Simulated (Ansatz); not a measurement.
CdI2 (CdI2 type)

```yaml
crystal:
  lattice:
    - [4.24233, 0.00000, 0.00000]
    - [-2.12117, 3.67397, 0.00000]
    - [0.00000, 0.00000, 6.82427]
  atoms:
    - { symbol: Cd, position: [0.00000, 0.00000, 0.00000] }
    - { symbol: I, position: [0.33333, 0.66667, 0.25349] }
    - { symbol: I, position: [0.66667, 0.33333, 0.74651] }
```

E(V) scan at fixed shape, V₀ the volume above. The atoms relax within the cell's symmetry.

All values below come from PBE-D3(BJ) (plane waves to 420 eV, PAW, scalar-relativistic; Ansatz, a first-principles code). k mesh 10×10×5 (Γ-centred), Fermi-Dirac smearing 0.05 eV. Compression counts positive. CdI2 was relaxed with its symmetry unable to fall. Spin-orbit coupling is left out, though I is heavy.

At one point of the scan the stress tensor (GPa) is:

```
   3.88     0.00     0.00
   0.00     3.88     0.00
   0.00     0.00     3.02
```

**Question.** Which point is it?
A) V/V₀ = 0.920
B) V/V₀ = 0.880
C) V/V₀ = 0.960
D) V/V₀ = 0.840

**Answer.** B, V/V₀ = 0.880

(A scan under strain: stresses follow from slopes of the energy per volume, elastic moduli from its curvatures.)
